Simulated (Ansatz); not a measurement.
A plane-wave run on KCrF3

The input, for Ansatz 0.2.0 (plane waves, PAW):

```yaml
crystal:
  lattice:
    - [4.34012134, 0.0, 0.0]
    - [0.0, 4.34012134, 0.0]
    - [0.0, 0.0, 4.34012134]
  atoms:
    - { symbol: Cr, position: [0.0, 0.0, 0.0], spin: 4.0 }
    - { symbol: F, position: [0.5, 0.0, 0.0] }
    - { symbol: F, position: [0.0, 0.5, 0.0] }
    - { symbol: F, position: [0.0, 0.0, 0.5] }
    - { symbol: K, position: [0.5, 0.5, 0.5] }
  symmetry: { detect: false, time_reversal: true }
kpoints:
  mp_grid: { grid: [4, 4, 4], shift: [0.5, 0.5, 0.5] }
  band_path:
    path:
      - [0.0, 0.0, 0.0]
      - [0.0, 0.5, 0.0]
      - [0.5, 0.5, 0.0]
      - [0.0, 0.0, 0.0]
      - [0.5, 0.5, 0.5]
      - [0.0, 0.5, 0.0]
    npoints: 10
magnetization:
  spin_polarized: true
scf:
  occupations: { method: fermi_dirac, width: 0.0147 }
  lower_state_search: "off"
  max_iter: 200
hamiltonian:
  pseudopotentials: { kind: paw }
  xc: lda
  hubbard:
    projectors: all-electron-ortho-atomic
    sites: [{ species: Cr, l: d, u_eff: 4.24 }]
basis:
  ecutwfc: 420
  fft_grid_basis: typed
output:
  forces: true
  stress: true
  eigenvalues: true
  bader: true
  populations: true
  elf: true
  write_potential: true
  volumetric_format: npy
  dos:
    e_range: [-12, 8]
    de: 0.05
    projected: { site_lists: { Cr: [Cr], F: [F], K: [K] } }
checkpoint:
  read: saved_state
```

The saved state is an earlier solution for the same cell, perhaps on another mesh. Magnetic state (reached from a saved solution, and it need not be the lowest): Cr1 up.

Parts of the output:

```
SCF iter   1: F=—  Δρ=6.67e-3  dr2=5.36e-3  dr2_m=4.32e-3  M=4.000 μB ∫|m|=4.045 μB
SCF iter   2: F=—  Δρ=4.70e-3  dr2=2.65e-3  dr2_m=2.12e-3  M=4.000 μB ∫|m|=4.045 μB
SCF iter   3: F=—  Δρ=1.22e-3  dr2=3.28e-5  dr2_m=9.57e-4  M=4.000 μB ∫|m|=4.045 μB
SCF iter   4: F=—  Δρ=7.42e-5  dr2=8.50e-6  dr2_m=6.37e-7  M=4.000 μB ∫|m|=4.045 μB
SCF iter   5: F=—  Δρ=3.48e-5  dr2=3.58e-6  dr2_m=4.40e-8  M=4.000 μB ∫|m|=4.045 μB
SCF iter   6: F=—  Δρ=2.59e-5  dr2=2.32e-6  dr2_m=2.72e-8  M=4.000 μB ∫|m|=4.045 μB
SCF iter   7: F=—  Δρ=9.64e-6  dr2=2.40e-7  dr2_m=1.12e-9  M=4.000 μB ∫|m|=4.045 μB
SCF iter   8: F=-7202.1350 eV  Δρ=3.89e-6  dr2=2.40e-8  dr2_m=1.51e-10  M=4.000 μB ∫|m|=4.045 μB
Magnetization: 4.0000 μB (24.0000 up, 20.0000 down)
Absolute magnetization: 4.0456 μB (∫|ρ↑−ρ↓|, with the PAW one-centre terms)
Spin contamination: 0.0081 ħ² per cell (⟨S²⟩ above its minimum at these occupations)
Per-site moments (μB) at R_I (Å): [(3.2930, 0.8952), (0.0333, 0.8952), (-0.0080, 0.8952), (0.0333, 0.8952), (0.0021, 1.2659)]
Free energy (F): -7202.1350 eV
Harris-Foulkes:  -7202.1350 eV  (|F-HF|=6.09e-11)
Internal energy: -7202.1350 eV  (E = F + TS)
E sigma→0 (E₀):  -7202.1350 eV
Fermi energy:    5.7398 eV
--- Per-component energies (eV) ---
  E_band       = -537.4192
  E_kinetic    = 1203.3678
  E_local      = -4478.8266  (includes V_loc(G=0)·N_el)
  E_nonlocal   = 331.7264
  E_hartree    = 1762.9363
  E_xc         = -500.2669
  E_vxc        = -637.3572  (∫ρ·V_xc dr)
  E_hubbard    = 0.8607  (on-site DFT+U / exact-exchange correction)
  E_vhub       = -7.5264  (the Hubbard potential's part of the band-sum identity)
  E_paw        = -2449.0204  (= ΣΔE_a)
  E_vpaw       = -474.6798  (= ΣTr[D̂ρ^β])
  E_aug_tail   = 0.0065  (compensation charges beyond the density's cutoff)
  E_ewald      = -3073.8811
  E_core_change = 0.9624  (= ΣΔE_core)
  E_smearing   =  0.0000  (= −TS)
--- Stress (GPa, compression-positive) ---
       -6.7771       0.0000       0.0000
        0.0000     -14.5508       0.0000
        0.0000       0.0000      -6.7770
  P = ⅓ Tr σ = -9.3683 GPa (-93.683 kbar)
--- Löwdin populations: 5 sites ---
  site symbol       q [e]    m [muB]
     0     Cr     12.6904     3.8510
     1      F      7.6557     0.0448
     2      F      7.6200    -0.0059
     3      F      7.6557     0.0448
     4      K      8.1775     0.0113
  spilling = 0.0046 (of n_electrons = 44.0000)
--- Bader charges: 5 sites ---
  site symbol  charge [e]  shift [e]    m [muB]
     0     Cr      1.5917     0.0016     3.7458
     1      F     -0.8332     0.0004     0.0989
     2      F     -0.8159     0.0007     0.0494
     3      F     -0.8332     0.0004     0.0989
     4      K      0.8906     0.0000     0.0071
```

Origin: a known structure type with other elements, at an estimated volume, so it need not be a known compound.
